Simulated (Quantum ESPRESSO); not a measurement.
Inputs of pw.x and gipaw.x (a modified build of Quantum ESPRESSO, PBE) for Se; the starting potential comes from an earlier run on another mesh:

```
&CONTROL
  calculation = 'scf'
  prefix = 'x'
  pseudo_dir = './pseudo'
  outdir = './out'
  tprnfor = .true.
/
&SYSTEM
  ibrav = 0
  nat = 3
  ntyp = 1
  ecutwfc = 40
  ecutrho = 160
  occupations = 'fixed'
  nbnd = 9
/
&ELECTRONS
  conv_thr = 1e-11
  startingpot = 'file'
/
ATOMIC_SPECIES
Se 78.971 Se.GGA_PBE-JTH.UPF
CELL_PARAMETERS angstrom
    4.549868392660     0.000000000000     0.000000000000
   -2.274934196330     3.940301611919     0.000000000000
    0.000000000000     0.000000000000     4.879224000000
ATOMIC_POSITIONS crystal
Se     0.222573732300     0.000000000000     0.333333000000
Se     0.000000000000     0.222573732300     0.666666333333
Se     0.777426267700     0.777426267700    -0.000000333333
K_POINTS automatic
9 9 7 1 1 1
```

```
&INPUTGIPAW
  job = 'nmr'
  prefix = 'x'
  tmp_dir = './out/'
  restart_mode = 'from_scratch'
  pawproj(1) = .true.
  use_nmr_macroscopic_shape = .false.
/
```

The cell was made here from a computed Materials Project entry: strained by -2 % along the unique axis and by +1 % across it, atoms relaxed (PBE without dispersion, pw.x of Quantum ESPRESSO, symmetry kept). The parent is Se in P3₁21. Stability against distortions was not tested.

Q: Give the final section of the GIPAW output.

A: 
```
     f-sum rule (should be   -19.9064):
           -19.9062         -0.0000         -0.0000
             0.0000        -19.9062         -0.0000
            -0.0000         -0.0000        -19.9103

     Total NMR chemical shifts in ppm: ---------------------------------------
     (adopting the Simpson convention for anisotropy and asymmetry)-----------

     Atom  1  Se  pos: (  0.222574  0.000000  0.357462)  Total sigma:         520.01
           542.4892         -0.0000         -0.0000
            -0.0000        180.2856       -234.2064
            -0.0000        388.2794        837.2636

     Se      1    anisotropy:   -522.96    eta:    0.8711
     Se      1    sigma_11=    542.49
     Se      1    sigma_22=    846.18
     Se      1    sigma_33=    171.37

     Atom  2  Se  pos: ( -0.111287  0.192755  0.714925)  Total sigma:         520.01
           270.8365       -156.8388        202.8287
          -156.8388        451.9383        117.1032
          -336.2598       -194.1397        837.2636

     Se      2    anisotropy:   -522.96    eta:    0.8711
     Se      2    sigma_11=    542.49
     Se      2    sigma_22=    846.18
     Se      2    sigma_33=    171.37

     Atom  3  Se  pos: (  0.388713  0.673271 -0.000000)  Total sigma:         520.01
           270.8365        156.8388       -202.8287
           156.8388        451.9383        117.1032
           336.2599       -194.1397        837.2636

     Se      3    anisotropy:   -522.96    eta:    0.8711
     Se      3    sigma_11=    542.49
     Se      3    sigma_22=    846.18
     Se      3    sigma_33=    171.37
```
The printed anisotropy is 3/2 (σ_33 − σ_iso) in the program's own order; the axes are left out here. Anisotropies that symmetry doesn't fix are less certain than the isotropic values. Shieldings are absolute and leave out the bulk-susceptibility term; a larger σ means a smaller chemical shift. In our sweeps, cutoffs and meshes of this size left a few ppm, and up to some 20 ppm on atoms from Zn on. No spin–orbit coupling; Se is the heaviest element present. The datasets of Se hold no d projectors, which limits absolute σ on these atoms. Static lattice: thermal averaging is not included.
